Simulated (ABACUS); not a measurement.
Worked example: self-consistent single point of HfN (P1, 8 atoms in the cell; from Materials Project mp-2828, changed as shown) in ABACUS.

All values come from this method and carry its errors: LDA (PW92), numerical atomic orbitals DZP (confined pseudo-atomic orbitals with Gaussian additions; energy shift 0.01 Ry), PseudoDojo 0.4 standard norm-conserving LDA (tails mended) pseudopotentials run with ABACUS.

The change in words: atoms moved at random. Reference geometry (Fm-3m):
```xyz
8
Lattice="4.4887 0.0000 0.0000 0.0000 4.4887 0.0000 0.0000 0.0000 4.4887" Properties=species:S:1:pos:R:3 pbc="T T T"
Hf     0.0000     0.0000     0.0000
Hf     0.0000     2.2444     2.2444
Hf     2.2444     0.0000     2.2444
Hf     2.2444     2.2444     0.0000
N      2.2444     0.0000     0.0000
N      2.2444     2.2444     2.2444
N      0.0000     0.0000     2.2444
N      0.0000     2.2444     0.0000
```

Reference input (self-consistent single point, DFT, LDA (PW92), numerical atomic orbitals DZP (confined pseudo-atomic orbitals with Gaussian additions; energy shift 0.01 Ry), PseudoDojo 0.4 standard norm-conserving LDA (tails mended) pseudopotentials): basis = DZP numerical atomic orbitals, energy shift 0.01 Ry; KPT = Gamma 10 10 10 0 0 0; basis_type = lcao; dft_functional = PWLDA; ecutwfc = 100 Ry; smearing_method = fd; smearing_sigma = 0.00734986 Ry; potentials = PseudoDojo 0.4 standard norm-conserving LDA (tails mended); symmetry = 1; ks_solver = genelpa; scf_nmax = 100; scf_thr = 1.0e-06. This run's input differs from it in these lines:

```diff
@@ -43,6 +43,6 @@
 4
-   0.0000000000    0.0000000000    0.0000000000
-   0.0000000000    2.2443550000    2.2443550000
-   2.2443550000    0.0000000000    2.2443550000
-   2.2443550000    2.2443550000    0.0000000000
+  -0.0430467289    0.0894510129   -0.0093185620
+   0.0066971553    2.2145095672    2.2508277198
+   2.2680105017    0.0489224503    2.2262340777
+   2.2485609213    2.2480357422    0.0138476704
 
@@ -51,6 +51,6 @@
 4
-   2.2443550000    0.0000000000    0.0000000000
-   2.2443550000    2.2443550000    2.2443550000
-   0.0000000000    0.0000000000    2.2443550000
-   0.0000000000    2.2443550000    0.0000000000
+   2.2784691960    0.0408113513   -0.0460451872
+   2.2304714200    2.1822896068    2.2886451016
+  -0.0271746503   -0.0375076608    2.3024299300
+   0.0154321850    2.1909034413   -0.0492007503
 # file: KPT
```

Log, with long lists cut:

```
 SELF-CONSISTENT
 -------------------------------------------

                  longest orb rcut (Bohr) = 7.7
   longest nonlocal projector rcut (Bohr) = 2.46
                     search radius (Bohr) = 20.3

                          real space grid = [ 60, 60, 60 ]
                                 init_chg = atomic

 LCAO ALGORITHM --------------- ION=   1  ELEC=   1--------------------------------

 Density error is 0.126745365127
 E_KohnSham     -534.6259858934      -7273.9597070182
 E_Fermi        1.3807042040         18.7854444273

 LCAO ALGORITHM --------------- ION=   1  ELEC=   2--------------------------------

   [... lines left out ...]

   [... 7 blocks of this kind left out ...]

 LCAO ALGORITHM --------------- ION=   1  ELEC=  10--------------------------------

 Density error is 1.49576597281e-06
 E_KohnSham     -535.5767562356      -7286.8956011608
 E_Fermi        1.3805575792         18.7834494940

 LCAO ALGORITHM --------------- ION=   1  ELEC=  11--------------------------------

 Density error is 7.32630967653e-08
 E_KohnSham     -535.5767562356      -7286.8956011610
 E_KS(sigma->0) -535.5736221742      -7286.8529600686
 E_entropy(-TS) -0.0062681227        -0.0852821848
 E_Fermi        1.3805580251         18.7834555615
 charge density convergence is achieved
 final etot is -7286.8956012 eV
 EFERMI = 18.783455562 eV

 STATE ENERGY(eV) AND OCCUPATIONS    NSPIN == 1
   [... 41 lines left out ...]

 TOTAL-FORCE (eV/Angstrom)
                       Hf1         1.0498606952        -2.1685232073         0.4852540613
                       Hf2        -0.1657530949         0.4303983430        -0.3763008118
                       Hf3        -0.6411572222        -1.4343703509         0.0952123119
                       Hf4        -0.0321005146         0.3232163818        -0.0382274127
                        N1        -0.7237517756        -0.2892080023         0.4259928687
                        N2         0.2440525341         1.2124713775        -0.4372907675
                        N3         0.4732283976         0.5165030260        -0.7685913548
   [... lines left out ...]

 TOTAL-STRESS (KBAR)
       -40.6436900699        -0.0049892274         0.6416988762
        -0.0049892274       -14.4243139588        -1.5670419130
         0.6416988762        -1.5670419130       -38.0159882244
 TOTAL-PRESSURE: -31.027997 KBAR

 --------------------------------------------
 !FINAL_ETOT_IS -7286.8956011610152927 eV
 --------------------------------------------
```

The run converged in 11 iterations. Against the reference run the free energy rises by 42.7 meV/atom, the pressure goes from -5.40 to -3.10 GPa and the largest force goes from under 0.1 to 2.46 eV/Å.

The atom-centred basis is finite, which shifts total energies, pressures and forces against plane waves. Forces above 1 eV/Å remain at this geometry, of which the finite basis can carry a part. The structure comes from a collection of computed structures, made at another level of theory; the collection holds predicted forms beside known ones. Its lattice was then scaled.

Cost on one core: very roughly 2.5 core-minutes.

The atomic orbitals were generated for these runs; they are not ABACUS's published sets and were checked against plane waves on a few crystals only.

“Tails mended”: in these copies of the files the far tail of each local potential was reset to the Coulomb form.
